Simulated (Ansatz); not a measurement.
Cu (simple cubic, space group No. 221) under volume change, r²SCAN (plane waves, PAW; program Ansatz), scaled uniformly.

| V (Å³/atom) | E − E(relaxed) (meV/atom) | P (GPa) |
|---|---|---|
| 12.107 | 47.6 | 13.97 |
| 12.506 | (withheld) | (withheld) |
| 12.905 | 4.7 | 3.86 |
| 13.305 | 0.0 | 0.01 |
| 13.704 | (withheld) | (withheld) |
| 14.103 | 15.6 | -5.93 |
| 14.502 | 33.3 | -8.20 |

**Question.** Some entries are withheld; supply them.

**Answer.** 
- 12.506, E − E(relaxed) (meV/atom): 19.9
- 12.506, P (GPa): 8.46
- 13.704, E − E(relaxed) (meV/atom): 4.1
- 13.704, P (GPa): -3.22

**Question.** What does a third-order Birch–Murnaghan fit give for V₀, B₀ and B′?

**Answer.** V₀ = 13.31 Å³/atom, B₀ = 117 GPa, B′ = 4.9.

Space group Pm-3m (simple cubic). The start of the workflow was typed in or built on a structure type; neither database checked (COD, Materials Project) lists it. It is not the phase usual at ambient conditions (space group No. 225). The r²SCAN relaxation kept the symmetry of its start. At this level the phase is mechanically unstable. No spin polarisation was allowed.

Potentials: the later of the program's two PAW sets.
